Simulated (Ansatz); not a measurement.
Mo3Os (A15, Cr3Si type)

```
Mo3Os
1.0
    4.91589     0.00000     0.00000
    0.00000     4.91589     0.00000
    0.00000     0.00000     4.91589
Mo Os
6 2
Cartesian
  1.22897   0.00000   2.45794
  3.68691   0.00000   2.45794
  2.45794   3.68691   0.00000
  2.45794   1.22897   0.00000
  0.00000   2.45794   3.68691
  0.00000   2.45794   1.22897
  0.00000   0.00000   0.00000
  2.45794   2.45794   2.45794
```

The slice is a {210} plane (indices of the conventional cell) through the point (0.500, 0.500, 0.500) (fractional), spanned by u = [100] and v = [021] in vectors of this cell: u (4.92 Å) and v (10.99 Å, at 90° to u). It covers one period; positions are fractions (u, v).

Calculation: LDA (plane waves to 420 eV, PAW, scalar-relativistic; Ansatz, an electronic-structure program). k mesh 10×10×10. Near the nuclei the fields are pseudised (PAW); where an atom keeps semicore shells as valence, they peak there. Mo3Os is run without spin polarisation. Mo3Os was relaxed with its symmetry unable to fall. Spin-orbit coupling is left out, though Os is heavy.

### Question
Predict the map of the electron localisation function (ELF) on the slice.

### Answer
```
|@+::..::+|
|.:-:  :-:|
|=:  --  :|
|-   --   |
|+: :--: :|
| .--..--.|
|#..=::=..|
|@* -..- *|
|#:.:..:.:|
|::=-::-=:|
|#:.:..:.:|
|@* -..- *|
|#..=::=..|
| .--..--.|
|+: :--: :|
|-   --   |
|=:  --  :|
|.:-:  :-:|
|@+::..::+|
|x@:-::-:@|
```
Scale: ten equal steps from 0.18 (start of ' ') to 0.74 (end of '@'), in the order ' .:-=+*#%@'. Values: electron localisation function (ELF). The map has 9 points along u (one character each, u = 0 at the left) and 20 along v (v = 0 in the bottom row). Points within 0.5 Å of a nucleus are blanked (x), as the pseudised field means little there.
